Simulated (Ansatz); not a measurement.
The elements of this relaxed trial crystal are hidden behind letters.

```
lattice vectors (Å)
   0.0000    2.8165    2.8165
   2.8165    0.0000    2.8165
   2.8165    2.8165    0.0000
fractional positions
X 0.2500 0.2500 0.2500
X 0.7500 0.7500 0.7500
X 0.5000 0.5000 0.5000
Z 0.0000 0.0000 0.0000
```

Level of theory: Ansatz, DFT PBE, scalar-relativistic, plane waves, PAW. The final run on the 4-atom cell used 420 eV, a Γ-centred 14×14×14 mesh, 0.10 eV smearing and no spin polarisation.

| Property | Result |
| --- | --- |
| Space group | Fm-3m (No. 225) |
| Conventional cell | a = 5.633 Å |
| Volume per atom | 11.17 Å³ |
| Density | 7.68 g/cm³ |
| Formation energy | +0.27 eV/atom |
| Gap on the 14×14×14 mesh of the 4-atom cell | 0 eV (a metal) |

Energies are uncorrected and count from the elements' standard states at the same level.

Question: X is a d-block element of period 4 and Z is a p-block element of period 2. Which elements are they?

Answer: X = Cu, Z = O, so the formula is Cu3O, here in the BiF3 (D0_3) type. Density times volume gives a mean mass of 7.68 × 11.17/1.6605 = 51.7 u per atom, and this set has 51.7 u. Cu on a site of symmetry -43m is surrounded by 4 Cu at 2.44 Å, 4 O at 2.44 Å and 6 Cu at 2.82 Å; Cu on a site of symmetry m-3m has 8 Cu at 2.44 Å and 6 O at 2.82 Å; O has 8 Cu at 2.44 Å and 6 Cu at 2.82 Å. Other sets within the hints have nearly the same mass, so mass alone doesn't settle it; this one was computed.

An odd number of electrons in the primitive cell allows no gap without spin; a larger cell or a magnetic state could open one. No Hubbard U is applied to the 3d shell of Cu. A structure relaxed within its symmetry needn't be a true minimum. Another cell of Cu3O relaxed alike, in Pm-3m, lies 69 meV/atom lower, so this cell isn't the stable form at this level.
